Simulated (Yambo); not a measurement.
G0W0@PBEsol for NaBaIrH$_{6}$ (space group F-43m, No. 216) in Yambo. Reference settings: 2×2×2 Γ-centred k mesh, bands 6 to 173 and a 7 Ry block in the screening, 173 bands in G with the Bruneval-Gonze terminator, plasmon pole fitted at 27.2 eV. The PBEsol gap Γ → X on this mesh is 3.07 eV; G0W0 gaps are taken between the same points.

The settings were changed. The gap went from 4.39 eV to 4.37 eV, and the shift of the valence edge from -0.54 eV to -0.37 eV.

### Question
Name the change that produced these shifts.
A) pole fitted at 15 eV
B) 111 bands in G
C) 81 bands in W
D) 111 bands in G, no terminator

### Answer
C, 81 bands in W. The others gave (gap, valence shift): 111 bands in G, no terminator: 4.27, -0.17 eV; pole fitted at 15 eV: 4.37, -0.47 eV; 111 bands in G: 4.39, -0.52 eV.

Spin-orbit coupling is not included.

Geometry of the Materials Project entry, not relaxed at this level; primitive cell a = b = c = 5.547 Å, α = β = γ = 60.00°.

The structure is a Materials Project entry; no match was found in the copy of COD used, and its stability was not checked.

A shift is the quasiparticle energy of the state minus its PBEsol energy.
